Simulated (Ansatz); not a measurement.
The relaxed structure here is a generated cell of Nb: the first start was made by placing the elements on the sites of a structure type, and the end was not matched to a known phase here, so it may be hypothetical. Known forms of Nb include space group No. 229.

A relaxed cell of Nb (P6/mmm (No. 191)), relaxed on a k-mesh at least as fine as the one used below. Calculation: r2SCAN (plane waves to 500 eV, PAW, scalar-relativistic; Ansatz, an electronic-structure program). Γ-centred k-mesh 13×13×6 on the run's cell (coarser than for final values), Fermi–Dirac smearing 0.05 eV.

```xyz
2
Lattice="2.8604 0.0000 0.0000 -1.4302 2.4772 0.0000 0.0000 0.0000 5.4270" Properties=species:S:1:pos:R:3 pbc="T T T"
Nb     0.0000     0.0000     0.0000
Nb     0.0000     0.0000     2.7135
```

The atoms are displaced along an unstable phonon of this cell by (Å):

```
atom     ux      uy     uz
----  -----  ------  -----
Nb1   0.000   0.150  0.000
Nb2   0.000  -0.150  0.000
```

Problem. What forces (eV/Å) and pressure result?

Solution. 
```tsv
atom	Fx	Fy	Fz
Nb1	0.00	0.48	0.00
Nb2	0.00	-0.48	0.00
```

Pressure -0.4 GPa.

Problem. Estimate the energy cost of the displacement in the harmonic approximation and compare with the calculation.

Solution. For a harmonic well ΔE = −½ Σ F·u = -0.072 eV a cell, or -36 meV/atom. The calculated energy relative to the undisplaced cell is -0.04 eV/atom, so the harmonic estimate holds well.

The undisplaced cell is probably no minimum: from this displacement the run went on to Cmcm (No. 63), 0.42 eV/atom below it.

No spin polarisation in the result.
